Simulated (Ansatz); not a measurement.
C:
```cif
data_C8
_chemical_formula_sum 'C8'
_space_group_name_H-M_alt 'P 1'
_space_group_IT_number 1
_cell_length_a 4.75110
_cell_length_b 4.75110
_cell_length_c 4.13388
_cell_angle_alpha 83.231
_cell_angle_beta 96.769
_cell_angle_gamma 149.295
loop_
_space_group_symop_operation_xyz
  'x, y, z'
loop_
_atom_site_label
_atom_site_type_symbol
_atom_site_fract_x
_atom_site_fract_y
_atom_site_fract_z
_atom_site_occupancy
C1 C 0.44271 0.55729 0.12032 1
C2 C 0.22880 0.77120 0.58542 1
C3 C 0.28569 0.71431 0.94060 1
C4 C 0.05815 0.94185 0.65370 1
C5 C 0.55729 0.44271 0.87968 1
C6 C 0.77120 0.22880 0.41458 1
C7 C 0.71431 0.28569 0.05940 1
C8 C 0.94185 0.05815 0.34630 1
```

Relaxed with r²SCAN. The program Ansatz at the r²SCAN level (PAW) gives a gap of 3.70 eV.

**Question.** What gap does HSE06 give on the same cell (Ansatz, PAW)?

**Answer.** 4.71 eV, 1.01 eV more. The hybrid was solved on a coarser mesh and at special points; the gap given is the minimum over both.

```
k   v1 r²SCAN  c1 r²SCAN  v1 HSE06  c1 HSE06
--  ---------  ---------  --------  --------
Γ        0.00       4.59         …         …
Y2      -0.80       4.84         …         …
A       -1.85       5.11         …         …
M2      -1.38       3.70     -1.42      4.71
V2      -3.47       5.17         …         …
L2      -2.76       6.79     -2.83      7.72
C       -3.13       5.08     -3.21      6.02
D       -3.68       6.61     -3.78      7.57
```

**Question.** Top valence (v1) and lowest conduction level (c1) in eV from each method's valence maximum (which need not be a listed point): supply the withheld HSE06 values.

**Answer.** 
- A, v1 HSE06: -1.88
- A, c1 HSE06: 6.15
- Y2, v1 HSE06: -0.83
- Y2, c1 HSE06: 5.81
- Γ, v1 HSE06: 0.00
- Γ, c1 HSE06: 5.66
- V2, v1 HSE06: -3.55
- V2, c1 HSE06: 6.11

Cost on shared cores: the r²SCAN run (SCF on a 11×11×7 mesh, then bands and DOS) very roughly 4 core-minutes, the HSE06 run (SCF on 7×7×4, then a few points) around 6 core-minutes (rough); the tasks are unlike.

Space group C2/m. The start of the workflow was typed in or built on a structure type; the Crystallography Open Database copy checked does not list it. It is not the phase usual at ambient conditions (space group No. 194, 227). Symmetry was held in the r²SCAN relaxation; its stability against distortions is not shown here.

Potentials: the later of the program's two PAW sets.
